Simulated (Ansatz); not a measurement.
MgPd (CsCl type)

```
CELL_PARAMETERS angstrom
      3.10383     0.00000     0.00000
      0.00000     3.10383     0.00000
      0.00000     0.00000     3.10383
ATOMIC_POSITIONS crystal
  Mg 0.00000 0.00000 0.00000
  Pd 0.50000 0.50000 0.50000
```

The slice is a {100} plane (indices of the conventional cell) through the point (0.000, 0.000, 0.000) (fractional), spanned by u = [100] and v = [010] in vectors of this cell: u (3.10 Å) and v (3.10 Å, at 90° to u). It covers one period; positions are fractions (u, v).

All values below come from LDA (plane waves to 420 eV, PAW, scalar-relativistic; Ansatz, a first-principles code). k mesh 15×15×15. Near the nuclei the fields are pseudised (PAW); where an atom keeps semicore shells as valence, they peak there. MgPd is run without spin polarisation. MgPd was relaxed with its symmetry unable to fall.

Sketch the valence electron density on this plane as a map.


```tsv
v \ u	0.00	0.15	0.30	0.45	0.60	0.75	0.90
0.90	1.2	0.4	-0.8	-0.9	-0.9	-0.7	0.9
0.80	0.1	-0.5	-0.8	-0.8	-0.8	-0.8	-0.2
0.70	-0.8	-0.8	-0.8	-0.8	-0.8	-0.8	-0.8
0.60	-0.9	-0.9	-0.8	-0.7	-0.7	-0.8	-0.9
0.50	-0.9	-0.9	-0.8	-0.7	-0.7	-0.8	-0.9
0.40	-0.9	-0.9	-0.8	-0.7	-0.7	-0.8	-0.9
0.30	-0.8	-0.8	-0.8	-0.8	-0.8	-0.8	-0.8
0.20	0.1	-0.5	-0.8	-0.8	-0.8	-0.8	-0.2
0.10	1.2	0.4	-0.8	-0.9	-0.9	-0.7	0.9
0.00	1.5	0.8	-0.8	-0.9	-0.9	-0.5	1.2
```

Values: log₁₀ of the valence density in e/Å³. The scale is logarithmic, as a density can span decades between atoms and voids.
